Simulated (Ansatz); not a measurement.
Relaxed BaTiO3 (tetragonal-perovskite type, space group P4mm):

```xyz
5
Lattice="3.9723 0.0000 0.0000 0.0000 3.9723 0.0000 0.0000 0.0000 4.1128" Properties=species:S:1:pos:R:3 pbc="T T T"
Ti     1.9861     1.9861     1.8603
Ba     0.0000     0.0000     3.8423
O      1.9861     1.9861     3.6817
O      1.9861     0.0000     1.6950
O      0.0000     1.9861     1.6950
```

In each cell atom 3 (O, nearest neighbour Ti at 1.821 Å; its periodic images, 4.0 Å or more away, move with it) moves by s·(0.000, 0.000, -1.000) (towards the nearest neighbour), the rest being held.

Method: r2SCAN (plane waves to 500 eV, PAW, scalar-relativistic; Ansatz, a first-principles code). k mesh 7×7×7 (Γ-centred), Fermi-Dirac smearing 0.05 eV. Energies are smeared free energies. Stress and pressure are positive under compression. Left out: 2 of 11 points, with atoms too close for the PAW data. BaTiO3 is run without spin polarisation. BaTiO3 was relaxed with its symmetry unable to fall. The zero of ΔE is the undisplaced structure.

Task: Estimate the ΔE (eV/cell) and P (GPa) for s (Å) = -0.180, -0.144, -0.108, 0.072, 0.108.

Result: 
| s (Å) | ΔE (eV/cell) | P (GPa) |
|---|---|---|
| -0.180 | 0.1623 | -3.05 |
| -0.144 | 0.1120 | -2.79 |
| -0.108 | 0.0681 | -2.37 |
| 0.072 | 0.0449 | 2.58 |
| 0.108 | 0.1092 | 4.22 |

(A displaced cell: forces are minus the slopes of the energy, force constants its curvatures, and phonons follow from these.)
